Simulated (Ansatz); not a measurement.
VN in space group I4_1md (No. 109; V on 4a, N on 4a), PBE (plane waves, PAW; program Ansatz), all energies at zero smearing, with the estimated change up to a 700 eV cutoff added, with one set of potentials and settings (totals compare only within such a set). Cell of 4 atoms (2 V, 2 N): -6597.413 eV.

| element | reference phase | E (eV/atom) |
|---|---|---|
| V | Im-3m, 1 atoms in the cell | -2912.4140 |
| N | Pa-3, 8 atoms in the cell | -384.0325 |

Formation energy per atom, worked out: (-6597.413 − 2×(-2912.4140) − 2×(-384.0325))/4 = -1.130 eV/atom (-109 kJ per mol of atoms), at 0 K, without zero-point energy or fitted corrections.

A made-up cell: these elements were put on the sites of a structure type; neither database checked (COD, Materials Project) lists it. It is not the phase usual at ambient conditions (space group No. 225). The cell was relaxed with PBE under the symmetry of its start; whether a distortion lowers the energy is not shown. The workflow began spin-polarised and lost its moments. The references are the lowest solids computed at this level, not always the standard phases (solids in place of the gases).

Potentials: the later of the program's two PAW sets.
